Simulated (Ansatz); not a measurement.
**Relaxing a structure of W**

The start is a randomly generated symmetric cell of W (space group No. 194). The structure is fully relaxed (lattice and positions, P = 0) with r2SCAN (plane waves to 500 eV, PAW, scalar-relativistic; Ansatz, a program for electronic structure). The first steps use a coarse 8×8×9 k-mesh.

Starting cell:
```
W
1.0
    4.60625     0.00000     0.00000
   -2.30312     3.98913     0.00000
    0.00000     0.00000     3.75693
W
4
Direct
  0.33333   0.66667   0.25000
  0.66667   0.33333   0.75000
  0.00000   0.00000   0.25000
  0.00000   0.00000   0.75000
```

- Energy released: about 2.6 eV/atom
- Volume change: +16.2 %, from 17.26 to 20.05 Å³/atom
- Shortest distances (start → end): The closest pairs of elements (up to four, under 3.6 Å), start → end: W–W 1.88 → 2.47 Å
- Band gap at the end: zero (metallic)
- Optimiser moves: 15

Final values are on a 12×12×10 k-mesh of the relaxed cell. The start holds a very short contact (W–W 1.88 Å). No spin polarisation in the result.

The run could not lose the symmetry of its start: the end is stationary, and may be a saddle point rather than a minimum.

All atoms sit on sites fixed by symmetry, so only the cell could relax.

The relaxed structure here is a generated cell of W: the first start was made by a random draw of sites in a space group, and the end was not matched to a known phase here, so it may be hypothetical. Known forms of W include space group No. 229.
